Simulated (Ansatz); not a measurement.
The elements of this relaxed crystal are hidden behind letters.

```
lattice vectors (Å)
   4.3838    0.0000    0.0000
  -2.1919    3.7965    0.0000
   0.0000    0.0000    7.1529
fractional positions
X 0.6667 0.3333 0.9996
X 0.3333 0.6667 0.4996
Z 0.6667 0.3333 0.3754
Z 0.3333 0.6667 0.8754
```

All numbers below come from DFT PBE, scalar-relativistic, plane waves, PAW in Ansatz 0.2.0. The final run on the 4-atom cell used 420 eV, a Γ-centred 12×12×6 mesh, 0.02 eV smearing and no spin polarisation.

```
Space group                                : P6_3mc (No. 186)
Conventional cell                          : a = 4.384 Å, c = 7.153 Å
Volume per atom                            : 29.76 Å³
Density                                    : 5.34 g/cm³
Energy over the elements                   : −0.632 eV/atom
Gap on the 12×12×6 mesh of the 4-atom cell : 0.54 eV
```

Energies are uncorrected and count from the elements' standard states at the same level.

Question: X is a d-block element of period 5 and Z is a p-block element of period 4. Which elements are they?

Answer: X = Cd, Z = Se, so the formula is CdSe, here in the wurtzite type. Density times volume gives a mean mass of 5.34 × 29.76/1.6605 = 95.7 u per atom, and this set has 95.7 u. Among the elements that the hints allow, noble gases aside, only these give it. Around Cd lie 4 Se at 2.68–2.69 Å; around Se lie 4 Cd at 2.68–2.69 Å.

Kohn–Sham gaps at this level usually fall short of measured ones. A structure relaxed within its symmetry needn't be a true minimum.
